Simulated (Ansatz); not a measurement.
Consider the following.

Ca:
```xyz
1
Lattice="-2.1608 2.1608 2.1608 2.1608 -2.1608 2.1608 2.1608 2.1608 -2.1608" Properties=species:S:1:pos:R:3 pbc="T T T"
Ca     0.0000     0.0000     0.0000
```

This is the PBEsol-relaxed structure.

### Question
All from PBEsol in the plane-wave PAW code Ansatz, unless another level is named. Estimate the zero-point energy.

### Answer
20.7 meV/atom.

### Question
Give the elastic constants (relaxed ions, GPa).

### Answer
C11 = 17.9, C12 = 17.4, C44 = 15.6.

### Question
And the vibrational entropy at 300 K?

### Answer
42.9 J/(K·mol of atoms).

Space group Im-3m (bcc (W type)). This is a known high-temperature phase of the composition, computed here at zero pressure and temperature. The cell was relaxed with PBEsol under the symmetry of its start; phonons on a q-mesh show no instability. As this level gives no gap, shear constants depend on the k-mesh and smearing (Fermi–Dirac, 0.1 eV here).

Potentials: the earlier of the program's two PAW sets.
